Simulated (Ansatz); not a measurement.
The computed numbers are results of PBE, scalar-relativistic (collinear spin) in the plane-wave PAW code Ansatz at 420 eV, 10×10×5 k-mesh, Gaussian smearing of 0.05 eV; PAW files: Ansatz's generated set soft_2.

The calculation on XSb, where X is one element, gave:

```json
{
  "Space group": "Pm-3m (No. 221)",
  "Conventional cell": "a = 3.934 Å, b = 3.934 Å, c = 3.934 Å, α = 90.00°, β = 90.00°, γ = 90.00°",
  "Volume": "30.43 Å³/atom",
  "Band gap": "zero (metallic)",
  "Density of states at the Fermi level": "1.2 states/(eV·atom)",
  "Magnetic state": "antiferromagnetic",
  "Site spin moments": "X 6.81, -6.81 μB",
  "Spin moment of the cell": "0.00 μB",
  "Bader charges": "X 1.23; Sb -1.23 e",
  "f electrons (orthogonalised atomic orbitals)": "X 6.81",
  "Formation energy from the elements (0 K, uncorrected)": "-0.89 eV/atom",
  "Bulk modulus (Birch–Murnaghan)": "41 GPa",
  "Pressure derivative B0′": "4.3"
}
```

Sites: X on 1a, Sb on 1b.

Question: Which element is X?
A. Pm
B. Eu
C. Tb
D. Sm

Answer: B. X is Eu, so the compound is EuSb.

This is a trial structure: such lanthanide and actinide compounds mostly take the rock-salt structure.

Without a U the 4f levels of Eu lie too near the Fermi level, so their share of the states there, and what hangs on it, is overstated. For elements this heavy, spin–orbit coupling would shift levels and gaps; it isn't included here. The run wasn't fully tested for a lower electronic state. Site moments are of spin, integrated over atomic spheres. For an f⁶ shell, the formal count of Eu here, Hund's rules give L = S = 3 and J = 0, a non-magnetic ion. Spin-polarised DFT, with or without U, favours a large spin moment instead, a known failure, so moments and magnetic energies here aren't predictions.
